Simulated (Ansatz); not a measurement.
Pb2Au in space group I4/mcm (No. 140; Pb on 8h, Au on 4a), r²SCAN (plane waves, PAW; program Ansatz), all energies at zero smearing, with the estimated change up to a 700 eV cutoff added, with one set of potentials and settings (totals compare only within such a set). Cell of 6 atoms (4 Pb, 2 Au): -74010.945 eV.

```csv
element,reference phase,E (eV/atom)
Pb,"Fm-3m, 1 atoms in the cell",-11920.8594
Au,"Fm-3m, 1 atoms in the cell",-13163.5078
```

Formation energy per atom, worked out: (-74010.945 − 4×(-11920.8594) − 2×(-13163.5078))/6 = -0.082 eV/atom (-8 kJ per mol of atoms), at 0 K, without zero-point energy or fitted corrections.

The workflow started from a Materials Project entry (that database holds measured and hypothetical structures alike); the Crystallography Open Database files this formula in space group No. 140, but the cells were not matched. Whether it is the stable phase at ambient conditions was not checked. The cell was relaxed with r²SCAN under the symmetry of its start; its stability against distortions is not shown here. The references are the lowest solids computed at this level, not always the standard phases. Spin–orbit coupling is left out wherever it is not named.

Potentials: the later of the program's two PAW sets.
